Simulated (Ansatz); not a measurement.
**TiRu₃O₈: phonons across the zone**

Theory: Ansatz 0.2.0, DFT PBE, scalar-relativistic, plane waves, PAW. Cutoff 420 eV, 8×8×6 k-points (Γ-centred), Fermi-Dirac smearing of 0.15 eV. No spin polarisation. Phonons by linear response, acoustic sum rule imposed.

Relaxed structure:
```
Ti Ru O
1.0
     3.27348   -3.28208    0.00000
     3.27348    3.28208    0.00000
     0.00000    0.00000    5.99007
Ti Ru O
1 3 8
Direct
  0.50000 0.50000 0.00000
  0.00000 0.00000 0.74264
  0.00000 0.00000 0.25736
  0.50000 0.50000 0.50000
  0.69955 0.30045 0.75407
  0.69955 0.30045 0.24593
  0.19097 0.19097 0.00000
  0.20642 0.20642 0.50000
  0.30045 0.69955 0.75407
  0.30045 0.69955 0.24593
  0.80903 0.80903 0.00000
  0.79358 0.79358 0.50000
```

It was reached by relaxing an invented guess, and it needn't be the stable form of this composition. In a metal, frequencies and elastic constants depend on the k mesh and the smearing, soft modes and shear constants most. The q mesh is coarse, so values between its points are rough.

Force constants from linear response on a 2×2×1 q mesh.

Question: Is the structure dynamically stable on the q mesh?

Answer: No: at q = (0.000, -0.500, 0.000) a mode is imaginary, 89i cm⁻¹.

Question: Give the frequencies (cm⁻¹) at the zone-boundary points of high symmetry (interpolated where a point lies off the q mesh).

Answer:
```csv
point,q,frequencies
Y,-0.500 0.500 0.000,68 80 122 127 140 182 187 200 223 251 252 256 284 295 300 303 311 312 352 386 418 431 446 472 473 481 492 509 528 567 576 583 612 613 632 655
C0,-0.499 0.501 0.000,68 80 122 127 140 182 187 200 223 251 252 256 284 295 300 303 311 312 352 386 418 431 446 472 473 481 492 509 528 567 576 583 612 613 632 655
SIGMA0,0.499 0.499 0.000,68 80 122 127 140 182 187 200 223 251 252 256 284 295 300 303 311 312 352 386 418 431 446 472 473 481 492 509 528 567 576 583 612 613 632 655
Z,0.000 0.000 0.500,58 100 105 130 154 164 203 226 226 231 234 263 281 284 304 321 330 372 386 390 400 411 435 445 451 479 488 506 537 552 572 581 587 614 643 672
A0,0.499 0.499 0.500,59 87 136 149 150 179 206 216 226 235 236 246 284 295 303 331 334 349 352 353 355 447 456 458 483 491 494 497 524 547 589 593 598 611 646 646
E0,-0.499 0.501 0.500,59 87 136 149 150 179 206 216 226 235 236 246 284 295 303 331 334 349 352 353 355 447 456 458 483 491 494 497 524 547 589 593 598 611 646 646
T,-0.500 0.500 0.500,59 87 136 149 150 179 206 216 226 235 236 246 284 295 303 331 334 349 352 353 355 447 456 458 483 491 494 497 524 547 589 593 598 611 646 646
S,0.000 0.500 0.000,89i 115 127 135 145 170 172 206 212 226 265 287 288 297 302 308 336 337 380 400 414 437 448 450 474 479 512 514 519 555 557 581 592 626 630 642
R,0.000 0.500 0.500,114i 102 115 130 181 190 196 217 225 255 266 276 279 291 296 310 337 365 367 394 410 416 452 454 458 474 499 517 526 552 567 582 598 622 630 638
```
